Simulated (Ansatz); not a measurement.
Relaxed ZnO (wurtzite):

```
CELL_PARAMETERS angstrom
      3.27960     0.00000     0.00000
     -1.63980     2.84021     0.00000
      0.00000     0.00000     5.29330
ATOMIC_POSITIONS crystal
  Zn 0.66667 0.33333 0.00215
  Zn 0.33333 0.66667 0.50215
  O  0.66667 0.33333 0.62305
  O  0.33333 0.66667 0.12305
```

In each cell atom 3 (O, nearest neighbour Zn at 1.999 Å; its periodic images, 3.3 Å or more away, move with it) moves by s·(1.000, 0.000, 0.000) (along Cartesian x), the rest being held.

Method: PBE (plane waves to 420 eV, PAW, scalar-relativistic; Ansatz, a quantum-chemistry and plane-wave program). k mesh 9×9×5 (Γ-centred), Fermi-Dirac smearing 0.05 eV. Energies are smeared free energies. ZnO was relaxed with its symmetry unable to fall. The zero of ΔE is the undisplaced structure.

| s (Å) | ΔE (meV/cell) |
|---|---|
| -0.600 | 1898 |
| -0.480 | 1079 |
| -0.360 | 544 |
| -0.240 | withheld |
| -0.120 | 52 |
| 0.000 | 0 |
| 0.120 | 52 |
| 0.240 | withheld |
| 0.360 | 544 |
| 0.480 | 1079 |
| 0.600 | 1898 |

Task: Fit an even polynomial form (powers 2, 4) to the given rows and predict ΔE at s = 0.240.

Result: Least squares on the 9 given rows: ΔE = (3612)·s² + (4616)·s⁴, in meV/cell with s in Å; root-mean-square residual 1.3 meV/cell. At 0.240 the fit gives 223 meV/cell; the calculation gives 221 meV/cell, so the interpolation is off by 2 (+0.9 %). The quadratic term alone would give 208 meV/cell.

(For displaced atoms, the force is minus the slope of the energy, and its curvature is a force constant, which sets phonon frequencies.)
